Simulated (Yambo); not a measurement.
# Convergence of the G0W0 gap of Ca2Si

G0W0@PBEsol for Ca2Si (space group Pnma, No. 62) in Yambo. Reference settings: 2×2×1 Γ-centred k mesh, bands 9 to 349 and a 6 Ry block in the screening, 349 bands in G with the Bruneval-Gonze terminator, plasmon pole fitted at 27.2 eV. The PBEsol gap Γ → Γ on this mesh is 0.23 eV; G0W0 gaps are taken between the same points.

| change from the reference | G0W0 gap Γ → Γ (eV) | shift of the valence edge (eV) | rough Yambo cost |
|---|---|---|---|
| reference settings | 0.67 | -0.12 | 1 |
| 138 bands in W, 138 bands in G | 0.66 | 0.26 | about 1/3 |
| 228 bands in W, 228 bands in G | 0.66 | -0.01 | within a factor of two |
| 138 bands in G | 0.64 | 0.05 | – |
| 228 bands in G | 0.66 | -0.08 | – |
| 2 Ry block | 0.43 | 0.17 | within a factor of two |
| 3 Ry block | 0.55 | 0.00 | within a factor of two |
| 5 Ry block | 0.66 | -0.10 | within a factor of two |
| pole fitted at 10 eV | 0.66 | 0.05 | – |
| no random integration | 0.67 | -0.09 | – |
| 1×2×1 mesh | 0.63 | -0.08 | about 1/3 |
| 138 bands in G, no terminator | 0.57 | 0.53 | – |
| 228 bands in G, no terminator | 0.64 | 0.15 | – |
| no terminator | 0.67 | -0.01 | – |

The reference isn't shown to be the converged limit. Costs are rough (shared machines), scaled to the same edge states, and given only for runs that recompute the screening.

Geometry of the Materials Project entry, not relaxed at this level; primitive cell a = 7.605 Å, b = 4.832 Å, c = 9.022 Å, α = β = γ = 90.00°.

The structure is a Materials Project entry; no match was found in the copy of COD used, and its stability was not checked.

A shift is the quasiparticle energy of the state minus its PBEsol energy.
